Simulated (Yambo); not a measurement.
Quantum ESPRESSO input (PBEsol, PseudoDojo standard norm-conserving files, scalar-relativistic) whose wavefunctions are converted with p2y:

```
&CONTROL
  calculation = 'nscf'
  pseudo_dir = './pseudo'
  outdir = './out'
/
&SYSTEM
  ibrav = 0
  nat = 2
  ntyp = 2
  ecutwfc = 68.0
  ecutrho = 272.0
  occupations = 'fixed'
  force_symmorphic = .true.
  nbnd = 105
/
&ELECTRONS
  conv_thr = 2e-09
  diago_full_acc = .true.
  diago_thr_init = 1e-08
/
ATOMIC_SPECIES
S 32.0600 S.upf
Ca 40.0780 Ca.upf
CELL_PARAMETERS angstrom
  0.000000000000   2.815663598000   2.815663598000
  2.815663598000   0.000000000000   2.815663598000
  2.815663598000   2.815663598000   0.000000000000
ATOMIC_POSITIONS crystal
S   0.500000000000   0.500000000000   0.500000000000
Ca   0.000000000000   0.000000000000   0.000000000000
K_POINTS automatic
4 4 4 0 0 0
```

Yambo's initialisation report on symmetry, reciprocal space, the k grid and the gaps on this mesh:

```
  [02.02] Symmetries
  ==================

  Inversion symmetry    : yes
  Spatial inversion     : yes
  Inversion index       :  25
  K-space Time-reversal : no
  Magnetic symmetries   : no
  Group table correct   : yes
  Symmetries units      :  [cc]

  [02.03] Reciprocal space
  ========================

  nG shells         :  263
  nG charge         :  22995
  nG WFs            :   3507
  nC WFs            :  2884
  G-vecs. in first 26 shells:  [ Number ]
     1    9   15   27   51   59   65   89  113
    137   169   181   229   259   283   307   331   339
    387   411   459   531   537   561   609   645
  ...
  Shell energy in first 26 shells:  [ mHa ]
    0.00000      522.916      697.221      1394.44      1917.36      2091.66      2788.88      3311.80      3486.11
    4183.33      4706.24      5577.77      6100.68      6274.99      6972.21      7495.13      7669.43      8366.65
    8889.57      9063.87      9761.09      10284.0      11155.5      11678.5      11852.8      12550.0
  ...

  [02.04] K-grid lattice
  ======================

  Compatible Grid is   : 3D
  Base K vectors       :  K_min[ 1 ]  K_min[ 2 ]  K_min[ 3 ]
  K_min[ 1 ] :  0.000000  0.250000  0.000000 [rlu]
  K_min[ 2 ] :  0.250000  0.000000  0.000000 [rlu]
  K_min[ 3 ] :  0.000000  0.000000  0.250000 [rlu]
  Grid dimensions      :   4   4   4
  K lattice UC volume  :  0.012864 [a.u.]

  IBZ K-points                                      :   8
  BZ  K-points                                      :   64

  K/Q-points units:
  rlu = crystal or reduced units; cc = cartesian coordinates; iku = interal k-units

  K [1]          [rlu]:  0.000000  0.000000  0.000000
         WF components:  2837
  K [2]          [rlu]:  0.000000  0.000000  0.250000
         WF components:  2848
  K [3]          [rlu]:  0.000000  0.000000 -0.500000
         WF components:  2884
  K [4]          [rlu]:  0.000000  0.250000  0.250000
         WF components:  2858
  K [5]          [rlu]:  0.000000  0.250000 -0.500000
         WF components:  2853
  K [6]          [rlu]:  0.000000  0.250000 -0.250000
         WF components:  2854
  K [7]          [rlu]:  0.000000 -0.500000 -0.500000
         WF components:  2874
  K [8]          [rlu]:  0.250000 -0.500000 -0.250000
         WF components:  2832

  [02.05] Energies & Occupations
  ==============================

  [X] === General ===
  [X] Electronic Temperature                        :  0.000000  0.000000 [eV K]
  [X] Bosonic    Temperature                        :  0.000000  0.000000 [eV K]
  [X] Finite Temperature mode                       : no
  [X] El. density                                   :  0.35838E+24 [cm-3]
  [X] Fermi Level                                   :  6.314211 [eV]

  [X] === Gaps and Widths ===
  [X] Conduction Band Min                           :  2.158634 [eV]
  [X] Valence Band Max                              :  0.000000 [eV]
  [X] Filled Bands                                  :   8
  [X] Empty Bands                                   :    9  105
  [X] Direct Gap                                    :  3.002866 [eV]
  [X] Direct Gap localized at k                     :   7
  [X] Indirect Gap                                  :  2.158634 [eV]
  [X] Indirect Gap between kpts                     :   1   7
  [X] Last valence band width                       :  1.644259 [eV]
  [X] 1st conduction band width                     :  2.955773 [eV]
```
The gaps are PBEsol values on this mesh alone; only operations without fractional translations are kept.

Geometry relaxed with PBEsol.
